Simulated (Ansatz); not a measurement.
**Notes on a calculation: YSe, relaxed from a PbO-type start to space group Pm-3m (read at 0.02 Å)**

Method: PBEsol, scalar-relativistic; no spin polarisation; PAW, 420 eV, Γ-centred 6×6×10 mesh, 0.05 eV Gaussian smearing; code Ansatz. The datasets are Ansatz's generated set soft_2.

The start was a prototype's sites filled with these elements. The Crystallography Open Database lists the compound in space group Fm-3m (rock salt), so this is a trial structure.

The start:

```xyz
4
Lattice="4.6494 0.0000 0.0000 0.0000 4.6494 0.0000 0.0000 0.0000 5.8586" Properties=species:S:1:pos:R:3 pbc="T T T"
Y     2.3247    0.0000    1.3873
Y     0.0000    2.3247    4.4713
Se    0.0000    0.0000    0.0000
Se    2.3247    2.3247    0.0000
```

The runs in order:

```tsv
run	level	k-mesh	kind	V (Å³/atom)	P (GPa)	E − E(final) (meV/atom)	gap on the mesh (eV)
1	PBEsol	8×8×6	cell and atoms relaxed	21.40	0.0	1.6	metal
2	PBEsol	6×6×10	cell and atoms relaxed	21.39	0.0	0.0	metal
```

The cell is relaxed to zero pressure at this level.

The final structure (symmetry read at 0.01 Å). The structure is cubic, space group Pm-3m (No. 221). Conventional cell: a = 3.498 Å, b = 3.498 Å, c = 3.498 Å, α = 90.00°, β = 90.00°, γ = 90.00°. Y (site symmetry m-3m) is surrounded by 8 Se at 3.03 Å. Se (site symmetry m-3m) has 8 Y at 3.03 Å as nearest neighbours. (Neighbours are counted to 15 % beyond the shortest distance.)

- At the final geometry the gap, band path included, is zero (metallic).
- The equation of state gives B0 = 87 GPa and B0′ = 4.3.
- Against the elements' standard states, run alike and uncorrected, the formation energy is -1.62 eV/atom.
- The runs in the table took roughly 13 core-minutes.

**Why it comes out so.**

A formal count (Y³⁺, Se²⁻) leaves 1 electron a formula unit beyond the anions' closed shells. It goes into the bands above the anion p states, which fits the metal found.
